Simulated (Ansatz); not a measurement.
A generated cell, in the space group of a known form (sites not compared), of BP: F-43m (No. 216), cF8, zinc blende type; a = b = c = 4.5365 Å, α = β = γ = 90.00°; P 4c (0.250, 0.250, 0.250); B 4a (0.000, 0.000, 0.000). Computed with r2SCAN (plane waves to 500 eV, PAW, scalar-relativistic; Ansatz, a first-principles code). Element references, the lowest calculated here: P (Cmce), B (R-3m).

Question: What formation energy of this F-43m form of BP from the elements does r2SCAN give?

Answer: -0.48 eV/atom.

A lower structure of this composition may exist. A known form of BP has the same space group; whether the sites agree was not checked.

Static energies, no anion corrections, no zero-point energy. Values are rounded to 0.01 eV/atom. Not shown to be the ambient phase of their composition (a lower form may be missing, and a cell relaxed within its start's symmetry can be a saddle point): BP (F-43m). The compounds carry no spin polarisation.
